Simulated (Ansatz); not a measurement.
ZrSe2:
```yaml
crystal:
  lattice:
    - [0.00000, 3.29893, 3.29893]
    - [3.29893, 0.00000, 3.29893]
    - [3.29893, 3.29893, 0.00000]
  atoms:
    - { symbol: Zr, position: [0.00000, 0.00000, 0.00000] }
    - { symbol: Se, position: [0.25000, 0.25000, 0.25000] }
    - { symbol: Se, position: [0.75000, 0.75000, 0.75000] }
```

Relaxed with PBE. Special points in fractions of this cell's reciprocal vectors: Γ (0.000, 0.000, 0.000); X (0.500, 0.000, 0.500); U (0.625, 0.250, 0.625); K (0.375, 0.375, 0.750); L (0.500, 0.500, 0.500); W (0.500, 0.250, 0.750).

Task: List the band energies nearest the Fermi level at these points for the program Ansatz at the PBE level (PAW).

Result: In eV from the Fermi level; about four levels below and three above (degenerate sets whole), none deeper than 8.9 eV; points with the same levels are listed once.

| k | below | above |
|---|---|---|
| Γ | -0.82 -0.82 -0.82 -0.18 -0.18 | 3.63 3.96 3.96 3.96 |
| X | -4.50 -4.50 -1.99 -1.99 -0.21 | 0.39 0.64 1.51 |
| U | -4.25 -2.62 -1.93 -0.22 | 0.30 0.72 1.66 |
| L | -3.64 -3.06 -2.76 -2.76 | 0.19 0.19 1.45 |
| W | -5.40 -3.28 -3.28 -1.90 | 0.10 0.43 0.80 |

Space group Fm-3m (fluorite). A made-up cell: these elements were put on the sites of a structure type; neither database checked (COD, Materials Project) lists it. COD files the formula under space group No. 164, so this cell is another polymorph or a model. Whether it is the stable phase at ambient conditions was not checked. Symmetry was held in the PBE relaxation; whether a distortion lowers the energy is not shown. No spin polarisation was allowed. Scalar-relativistic: spin–orbit coupling is off unless named, which matters more the heavier the elements.

Potentials: the later of the program's two PAW sets.
